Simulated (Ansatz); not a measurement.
**CsLi2: rattling a relaxed structure**

It was reached by relaxing an invented guess, and it needn't be the stable form of this composition.

Theory: DFT PBE, scalar-relativistic, plane waves, PAW (Ansatz). Cutoff 420 eV; k points 12×12×8 on the computed 3-atom cell (Γ-centred); Gaussian smearing, width 0.10 eV; no spin polarisation.

The cell below (3 atoms, space group P6/mmm (No. 191)) is relaxed within its symmetry.

```
Cs Li
1.0
     5.39748    0.00000    0.00000
    -2.69874    4.67435    0.00000
     0.00000    0.00000    6.03294
Cs Li
1 2
Cartesian
  0.0000 0.0000 0.0000
  0.0000 3.1162 3.0165
  2.6987 1.5581 3.0165
```

For the test a repeat of it with 6 atoms (edges 5.40, 5.40, 12.07 Å) was strained at random (σ = 1.5 % a component), the atoms were moved at random (σ = 0.10 Å), and all was relaxed again on a coarse 6×6×2 mesh (in the run’s order of axes) with 0.20 eV smearing, with no symmetry imposed.

Task: Does it come back?

Result: It returns, within 2 meV/atom of the unmoved cell on that mesh and with the same symmetry when read at 0.1 Å (P1 at 0.01 Å, so small strains and shifts remain). So it is stable against the distortions that fit this cell and that this random move excites. Modes that don't fit the cell aren't tested.
